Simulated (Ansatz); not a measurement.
**Data sheet: Li (DFT)**

Li:
```cif
data_Li8
_chemical_formula_sum 'Li8'
_space_group_name_H-M_alt 'Fd-3m :1'
_space_group_IT_number 227
_space_group_name_Hall 'F 4d 2 3 -1d'
_cell_length_a 5.89897
_cell_length_b 5.89897
_cell_length_c 5.89897
_cell_angle_alpha 90.000
_cell_angle_beta 90.000
_cell_angle_gamma 90.000
loop_
_atom_site_label
_atom_site_type_symbol
_atom_site_symmetry_multiplicity
_atom_site_Wyckoff_symbol
_atom_site_fract_x
_atom_site_fract_y
_atom_site_fract_z
_atom_site_occupancy
Li1 Li 8 b 0.50000 0.50000 0.50000 1
```
(The calculation used a cell of 2 atoms; values per cell refer to that cell.)

Space group Fd-3m (No. 227), diamond; conventional cell a = b = c = 5.8990 Å, α = β = γ = 90.00°.

Method: PBE in the plane-wave PAW code Ansatz. The cell and atoms are relaxed at this level. Other levels are named where they apply.

### Cell and energy

```yaml
volume_per_atom: 25.66 Å³
density: 0.45 g/cm³
```

### Electronic structure

```yaml
electronic_character: metallic (no gap)
Density of states at the Fermi level: 0.44 states/eV per atom (mean over ±0.08 eV)
```

### Mechanics

```yaml
Bulk modulus (Birch–Murnaghan fit): 5.5 GPa
Pressure derivative B′: 2.8
Elastic constants (relaxed ions, GPa): C11 = -7.1, C12 = 11.8, C44 = -39.8
mechanical_stability: unstable (C has a negative eigenvalue)
```

### Phonons

```yaml
highest_zone_centre_frequency: 301 cm^-1
zone_centre_stability: no imaginary mode at Γ
dynamical_stability_on_the_path: unstable, down to 226i cm⁻¹
```

The cell is a constructed one: a structure type filled with these elements; neither database checked (COD, Materials Project) lists it. It is not the phase usual at ambient conditions (space group No. 229). The PBE relaxation kept the symmetry of its start. As this level gives no gap, shear constants depend on the k-mesh and smearing (Fermi–Dirac, 0.1 eV here). As this level gives no gap, phonon frequencies hold no LO–TO term and depend on the k-mesh and smearing (Fermi–Dirac, 0.1 eV here).

Potentials: the later of the program's two PAW sets.
